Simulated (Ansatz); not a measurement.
ZrRu (rock salt, Fm-3m), PBE in the plane-wave PAW code Ansatz, all energies at zero smearing, with the estimated change up to a 700 eV cutoff added, with one set of potentials and settings (totals compare only within such a set). Cell of 2 atoms (1 Ru, 1 Zr): -10062.431 eV.

| element | reference phase | E (eV/atom) |
|---|---|---|
| Ru | P6_3/mmc, 2 atoms in the cell | -5878.6876 |
| Zr | P6_3/mmc, 2 atoms in the cell | -4183.8362 |

Formation energy per atom, worked out: (-10062.431 − 1×(-5878.6876) − 1×(-4183.8362))/2 = 0.046 eV/atom (4 kJ per mol of atoms), at 0 K, without zero-point energy or fitted corrections.

The start of the workflow was typed in or built on a structure type; neither database checked (COD, Materials Project) lists it. COD files the formula under space group No. 221. Its standing as an ambient phase is unchecked. Symmetry was held in the PBE relaxation; whether a distortion lowers the energy is not shown. No spin polarisation was allowed. The references are the lowest solids computed at this level, not always the standard phases.

Potentials: the later of the program's two PAW sets.
